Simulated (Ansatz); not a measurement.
A geometry of TiNi away from equilibrium: step 2 of the relaxation of a relaxed TiNi cell stretched uniformly to 150 % of its volume. These are PBEsol (plane waves to 420 eV, PAW, scalar-relativistic; Ansatz, a first-principles code) values and carry that method's errors. Γ-centred k-mesh 10×7×6 on the run's cell (coarser than for final values), Fermi–Dirac smearing 0.05 eV. The plane waves were selected for a different cell earlier on the path.

```
CELL_PARAMETERS angstrom
      3.15463     0.00000     0.00004
      0.00000     4.31581     0.00000
     -1.57200     0.00000     5.05582
ATOMIC_POSITIONS crystal
  Ti 0.35915 0.25000 0.71773
  Ti 0.64085 0.75000 0.28227
  Ni 0.91616 0.75000 0.83191
  Ni 0.08384 0.25000 0.16809
```

### Question
Give the Cartesian forces on all atoms (eV/Å).

### Answer
```csv
atom,Fx,Fy,Fz
Ti1,0.00,0.00,0.38
Ti2,0.00,0.00,-0.38
Ni3,0.00,0.00,0.24
Ni4,0.00,0.00,-0.24
```

The path ends in Cmcm (No. 63). No spin polarisation in the result. A magnetic state may lie lower.

The run could not lose the symmetry of its start.

The cell that was disturbed is our relaxation of an entry of Materials Project.
